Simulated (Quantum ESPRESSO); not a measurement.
Field gradients of HfSiO4 from a PBE PAW density (pw.x of a modified build of Quantum ESPRESSO, JTH datasets) with the all-electron reconstruction of Petrilli and co-workers, 22.5 Ha, k-mesh 5×5×5 through Γ:

```
CELL_PARAMETERS angstrom
     -3.28625     3.28625     2.98160
      3.28625    -3.28625     2.98160
      3.28625     3.28625    -2.98160
ATOMIC_POSITIONS crystal
  Hf 0.75000 0.25000 0.50000
  Hf 0.00000 0.00000 0.00000
  Si 0.25000 0.75000 0.50000
  Si 0.50000 0.50000 0.00000
  O  0.13397 0.31917 0.81479
  O  0.06917 0.75438 0.68521
  O  0.50438 0.31917 0.18521
  O  0.06917 0.38397 0.31479
  O  0.61603 0.93083 0.68521
  O  0.68083 0.86603 0.18521
  O  0.24562 0.93083 0.31479
  O  0.68083 0.49562 0.81479
```
The cell was made here from an entry of the Crystallography Open Database (unchecked): atoms relaxed with PBE in the measured cell (PBE without dispersion, pw.x of Quantum ESPRESSO, symmetry kept).  Stability against distortions was not tested. The run has no spin polarisation.

Vzz is the sum of three terms, each taken along its main axis: the smooth valence density, the ions (nucleus and frozen core) with the augmentation charges of all other spheres, and the all-electron minus smooth density in the atom's own sphere. The split hangs on the datasets.  Cores are frozen. Against all-electron runs on small test molecules, this scheme's |Vzz| missed by −6 % on Si, −2 to +6 % on O. Hf had no test against all-electron runs. Spin–orbit coupling is left out, a limit on Hf.

| site | smooth valence density | ions and other spheres | own sphere | Vzz (a.u.) |
|---|---|---|---|---|
| Hf (atoms 1, 2) | -0.018 | 0.019 | (withheld) | (withheld) |
| Si (atoms 3, 4) | -0.321 | 0.297 | (withheld) | (withheld) |
| O (atoms 5, 6, 7, 8, 9, 10, …) | -0.218 | 0.350 | (withheld) | (withheld) |

Question: Complete the blanks.

Answer: 
- Hf (atoms 1, 2), own sphere: 1.391
- Hf (atoms 1, 2), Vzz (a.u.): 1.393
- Si (atoms 3, 4), own sphere: -0.185
- Si (atoms 3, 4), Vzz (a.u.): -0.209
- O (atoms 5, 6, 7, 8, 9, 10, …), own sphere: 0.349
- O (atoms 5, 6, 7, 8, 9, 10, …), Vzz (a.u.): 0.480
